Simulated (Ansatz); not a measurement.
All numbers below come from DFT PBE, scalar-relativistic, plane waves, PAW in Ansatz.

Levels along Γ–X–U | K–Γ–L–W–X, in eV from the Fermi level, sorted by energy at each point. Points in fractions of the primitive reciprocal vectors: Γ (0.000 0.000 0.000), X (0.500 0.000 0.500), U (0.625 0.250 0.625), K (0.375 0.375 0.750), L (0.500 0.500 0.500), W (0.500 0.250 0.750).
| point | k (1/Å, with 2π) | band 14 | band 15 | band 16 | band 17 | band 18 | band 19 | band 20 |
| --- | --- | --- | --- | --- | --- | --- | --- | --- |
| Γ | 0.000 | -2.97 | -2.97 | -0.39 | -0.39 | -0.39 | 1.54 | 1.87 |
| - | 0.197 | -3.18 | -3.18 | -0.65 | 0.07 | 0.07 | 1.74 | 1.96 |
| - | 0.395 | -3.53 | -3.53 | -1.29 | 1.14 | 1.14 | 2.08 | 2.20 |
| - | 0.592 | -3.77 | -3.77 | -2.05 | 2.44 | 2.44 | 2.58 | 2.63 |
| - | 0.789 | -3.85 | -3.85 | -2.76 | 3.03 | 3.35 | 3.71 | 3.71 |
| - | 0.987 | -3.80 | -3.80 | -3.31 | 3.48 | 4.18 | 4.68 | 4.68 |
| - | 1.184 | -3.72 | -3.72 | -3.66 | 3.82 | 4.95 | 5.19 | 5.19 |
| X | 1.382 | -3.78 | -3.68 | -3.68 | 3.95 | 5.30 | 5.32 | 5.32 |
| - | 1.451 | -4.07 | -3.72 | -3.39 | 4.01 | 5.27 | 5.30 | 5.34 |
| - | 1.521 | -4.42 | -3.83 | -3.05 | 4.21 | 5.12 | 5.23 | 5.45 |
| - | 1.591 | -4.79 | -4.00 | -2.69 | 4.51 | 4.90 | 5.12 | 5.60 |
| - | 1.661 | -5.17 | -4.22 | -2.29 | 4.64 | 4.91 | 4.97 | 5.75 |
| - | 1.730 | -5.54 | -4.45 | -1.86 | 4.34 | 4.78 | 5.37 | 5.84 |
| - | 1.800 | -5.56 | -4.70 | -1.38 | 4.04 | 4.55 | 5.84 | 5.89 |
| U | 1.870 | -5.58 | -4.94 | -0.86 | 3.73 | 4.29 | 5.76 | 6.42 |
| K | 1.870 | -5.58 | -4.94 | -0.86 | 3.73 | 4.29 | 5.76 | 6.42 |
| - | 2.079 | -5.56 | -5.54 | 0.91 | 2.81 | 3.40 | 5.17 | 7.92 |
| - | 2.289 | -5.83 | -5.42 | 1.96 | 2.43 | 2.65 | 4.42 | 8.54 |
| - | 2.498 | -5.73 | -5.07 | 1.21 | 1.51 | 3.21 | 3.76 | 6.69 |
| - | 2.707 | -5.24 | -4.53 | 0.57 | 0.71 | 2.51 | 2.70 | 5.46 |
| - | 2.917 | -4.43 | -3.86 | 0.08 | 0.11 | 1.10 | 2.19 | 3.96 |
| - | 3.126 | -3.48 | -3.24 | -0.26 | -0.26 | 0.07 | 1.83 | 2.44 |
| Γ | 3.335 | -2.97 | -2.97 | -0.39 | -0.39 | -0.39 | 1.54 | 1.87 |
| - | 3.506 | -3.27 | -3.27 | -0.25 | -0.22 | -0.22 | 1.92 | 2.26 |
| - | 3.677 | -3.93 | -3.93 | -0.02 | 0.22 | 0.22 | 2.84 | 3.22 |
| - | 3.848 | -4.64 | -4.64 | 0.29 | 0.87 | 0.87 | 3.90 | 4.47 |
| - | 4.019 | -5.27 | -5.27 | 0.80 | 1.68 | 1.68 | 4.80 | 5.80 |
| - | 4.190 | -5.76 | -5.76 | 1.54 | 2.54 | 2.54 | 5.18 | 7.06 |
| - | 4.361 | -6.05 | -6.05 | 2.45 | 3.26 | 3.26 | 4.83 | 8.09 |
| L | 4.532 | -6.16 | -6.16 | 3.12 | 3.55 | 3.55 | 4.29 | 8.54 |
| - | 4.671 | -6.11 | -6.11 | 2.99 | 3.03 | 3.56 | 4.92 | 8.47 |
| - | 4.811 | -6.00 | -5.97 | 2.31 | 2.70 | 3.71 | 5.72 | 8.23 |
| - | 4.951 | -5.84 | -5.78 | 1.77 | 2.22 | 4.01 | 6.12 | 7.79 |
| - | 5.090 | -5.70 | -5.58 | 1.40 | 1.73 | 4.40 | 5.97 | 7.20 |
| - | 5.230 | -5.59 | -5.44 | 1.19 | 1.35 | 4.83 | 5.65 | 6.59 |
| - | 5.369 | -5.52 | -5.44 | 1.09 | 1.13 | 5.19 | 5.39 | 6.12 |
| W | 5.509 | -5.50 | -5.50 | 1.06 | 1.06 | 5.29 | 5.34 | 5.94 |
| - | 5.607 | -5.54 | -5.42 | 0.25 | 1.89 | 5.21 | 5.34 | 6.00 |
| - | 5.706 | -5.55 | -5.29 | -0.54 | 2.70 | 5.05 | 5.33 | 6.11 |
| - | 5.805 | -5.27 | -5.11 | -1.29 | 3.48 | 4.85 | 5.33 | 6.13 |
| - | 5.904 | -4.86 | -4.75 | -1.99 | 4.18 | 4.62 | 5.33 | 5.96 |
| - | 6.002 | -4.55 | -4.23 | -2.63 | 4.35 | 4.76 | 5.33 | 5.63 |
| - | 6.101 | -4.18 | -3.83 | -3.21 | 4.07 | 5.17 | 5.32 | 5.38 |
| X | 6.200 | -3.78 | -3.68 | -3.68 | 3.95 | 5.30 | 5.32 | 5.32 |

The cell has space group Fm-3m, 2 atoms and 31 electrons in the valence of the PAW potentials, and holds 2 elements, among them N; it is relaxed at this level.

Cutoff 420 eV, k mesh 20×20×20. No spin polarisation.

**Question.** Which material gives these bands?

**Answer.** HfN, conventional cell a = 4.548 Å (cubic). Other compounds weren't ruled out.

Spin-orbit coupling is left out, which matters for the bands of heavy elements.

It was relaxed from a cell as deposited in COD.
